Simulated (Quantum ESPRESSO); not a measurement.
## Band energies of NaOH monolayer

```xyz
6
Lattice="3.3689 0.0000 0.0000 0.0000 3.3697 0.0000 0.0000 0.0000 18.0000" Properties=species:S:1:pos:R:3 pbc="T T T"
H      3.3207     0.0000     2.2806
H      1.6296     1.6848    -2.2806
O      3.3164     0.0000     1.3147
O      1.6223     1.6848    -1.3147
Na     1.6297     1.6848     0.9913
Na     3.3069     0.0000    -0.9915
```

PBEsol (pw.x of Quantum ESPRESSO, ONCV potentials, no spin-orbit coupling); path ΓXSYΓS; energies in eV from the valence-band maximum.

```csv
k (1/Å),point,band 12,band 13,band 14,band 15,band 16,band 17,band 18,band 19
0.00,Γ,-4.25,-0.16,-0.16,0.00,0.00,2.82,3.21,3.62
0.19,,-4.25,-0.31,-0.18,-0.15,0.00,3.00,3.34,3.76
0.56,,-4.24,-1.09,-1.04,-0.12,-0.03,4.15,4.32,4.86
0.75,,-4.28,-1.38,-1.36,-0.10,-0.05,5.04,5.12,5.77
0.93,X,-4.36,-1.48,-1.48,-0.07,-0.07,5.90,5.90,6.40
1.12,,-4.35,-1.45,-1.44,-0.18,-0.18,6.04,6.04,6.52
1.31,,-4.31,-1.36,-1.36,-0.44,-0.44,6.42,6.43,6.87
1.68,,-4.22,-1.24,-1.24,-0.86,-0.86,7.74,7.74,8.24
1.86,S,-4.20,-1.26,-1.26,-0.89,-0.89,8.27,8.28,9.08
2.24,,-4.26,-1.27,-1.27,-0.71,-0.71,7.01,7.02,7.45
2.42,,-4.31,-1.36,-1.36,-0.44,-0.44,6.42,6.43,6.87
2.80,Y,-4.37,-1.48,-1.48,-0.07,-0.07,5.90,5.90,6.40
2.98,,-4.28,-1.38,-1.36,-0.10,-0.05,5.04,5.12,5.77
3.36,,-4.24,-0.68,-0.60,-0.14,-0.01,3.46,3.72,4.18
3.54,,-4.25,-0.31,-0.19,-0.15,0.00,3.00,3.34,3.76
3.73,Γ,-4.25,-0.16,-0.16,0.00,0.00,2.82,3.21,3.62
3.88,,-4.25,-0.21,-0.20,-0.09,-0.03,2.93,3.29,3.71
4.02,,-4.24,-0.36,-0.31,-0.31,-0.12,3.24,3.54,3.97
4.32,,-4.22,-0.83,-0.70,-0.66,-0.40,4.28,4.46,4.98
4.46,,-4.21,-1.02,-0.85,-0.82,-0.55,4.98,5.13,5.71
4.76,,-4.20,-1.22,-1.15,-0.90,-0.80,6.72,6.85,7.62
5.05,S,-4.20,-1.26,-1.26,-0.89,-0.89,8.27,8.28,9.08
```

The PBEsol gap is direct, 2.82 eV at Γ.

Geometry relaxed with PBEsol.

This is a model layer cut from the bulk structure; whether it is stable on its own was not checked.
